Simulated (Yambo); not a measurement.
## Excitons in CsBH₄

```xyz
6
Lattice="0.0000 3.6660 3.6660 3.6660 0.0000 3.6660 3.6660 3.6660 0.0000" Properties=species:S:1:pos:R:3 pbc="T T T"
H      4.3744     2.9576     4.3744
H      4.3744     4.3744     2.9576
H      2.9576     2.9576     2.9576
H      2.9576     4.3744     4.3744
B      3.6660     3.6660     3.6660
Cs     0.0000     0.0000     0.0000
```

The geometry is that of Materials Project entry mp-1225884, symmetrised and not relaxed again.

BSE in Yambo on PBEsol (Quantum ESPRESSO, PseudoDojo norm-conserving, 76 Ry, with spin-orbit coupling) bands: 4×4×4 mesh, 10 valence and 14 conduction bands, static screening with 88 bands and a 3 Ry block, scissor 2.83 eV, Tamm-Dancoff; field along x.

```csv
state,energy (eV),states within 2 meV,relative strength,class,main transitions
1,6.95,1,< 0.01,dark,several band pairs
2,6.96,3,< 0.01,weak,several band pairs
3,6.98,5,< 0.01,dark,several band pairs
4,7.05,3,0.01,weak,several band pairs
5,7.05,2,< 0.01,weak,several band pairs
6,7.07,3,< 0.01,dark,several band pairs
```

These are vertical excitations (zero momentum). The direct quasiparticle gap on this mesh is 8.35 eV; counted from there, state 1 is bound by 1.39 eV. Convergence with the mesh was not shown.

Strengths are relative to the strongest of the lowest states of this run; strong means a line over 3 % of the spectrum's maximum, dark under 0.03 %. Absolute energies carry the error of the G0W0 scissor, whose convergence isn't established.

The structure is a Materials Project entry; no match was found in the copy of COD used, and its stability was not checked.
